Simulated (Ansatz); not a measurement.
A trial cell of Ni was relaxed with r2SCAN (plane waves to 500 eV, PAW, scalar-relativistic; Ansatz, an electronic-structure program).

Before: R-3m, hexagonal axes (No. 166), hR2; a = 3.006 Å, b = 3.006 Å, c = 8.361 Å, α = 90.00°, β = 90.00°, γ = 120.00°.

After relaxation:

Simulated powder pattern, neutron, λ = 1.5401 Å (kinematic, ideal powder, no thermal factors, coherent scattering alone; the 24 strongest lines at most, above 1 %, up to 2θ = 90°):

```
2θ (°)  I/Imax (%)
------  ----------
45.10          100
52.56           58
77.54           67
```

### Question
Identify the relaxed structure from its pattern: crystal system, space group and cell.

### Answer
Cubic, Fm-3m (No. 225), cF4, fcc (Cu type); a = b = c = 3.478 Å, α = β = γ = 90.00°. Sites: Ni 4b (0.500, 0.500, 0.500).

### Question
Index the strongest lines.

### Answer
45.10° (111), 52.56° (200), 77.54° (220).

Spin state reached: ferromagnetic (net 0.74 μB/atom), from parallel starting moments; other spin orders were not run from this start. r2SCAN tends to overstate moments in metals.

The run could not lose the symmetry of its start; a randomly shaken copy of 2 atoms returns to this structure.
